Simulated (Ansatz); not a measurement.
GaN (rock salt, space group No. 225), r²SCAN in the plane-wave PAW code Ansatz. The conduction-band minimum lies at X, with 3 equivalent valleys. Second derivatives d²E/dk² of the lowest band at one valley (eV·Å²), along Cartesian directions:

```csv
direction,d²E/dk²
[100],16.73
[010],39.42
[001],39.42
[110],28.08
[101],28.08
[011],39.40
```

**Question.** Find the principal effective masses, the density-of-states mass and the conductivity mass.

**Answer.** Off-diagonal terms follow from H_xy = H[110] − (H_xx + H_yy)/2, and m*/mₑ = 7.620 eV·Å² over each eigenvalue: 0.19, 0.19, 0.46. One valley's DOS mass (m₁m₂m₃)^(1/3) = 0.26, conductivity mass 3/(Σ 1/mᵢ) = 0.24 mₑ.

**Question.** What effective density of states Nc follows at 300 K for parabolic valleys?

**Answer.** Nc = 2.509e19 × 3 × (0.26)^(3/2) ≈ 1.0e19 cm⁻³.

**Question.** With the computed static dielectric constant 52.4 (mean of the diagonal), estimate a hydrogenic donor's binding energy and radius.

**Answer.** E = 13.606 eV × 0.24/52.4² ≈ 1.2 meV; a = 0.529 Å × ε/m* ≈ 120 Å. Semilocal masses tend to be too small where the gap is.

**Question.** With ε∞ = 7.30 and ω_LO = 673 cm⁻¹, what Fröhlich coupling constant follows?

**Answer.** α = (1/ε∞ − 1/ε0) √(m* × 13.606 eV/ħω_LO) = 0.74.

Space group Fm-3m (rock salt). This is a known high-pressure phase of the composition, computed here at zero pressure and temperature. Symmetry was held in the r²SCAN relaxation; phonons on a q-mesh show no instability. Scalar-relativistic: spin–orbit coupling is off unless named, which matters more the heavier the elements.

Potentials: the later of the program's two PAW sets.
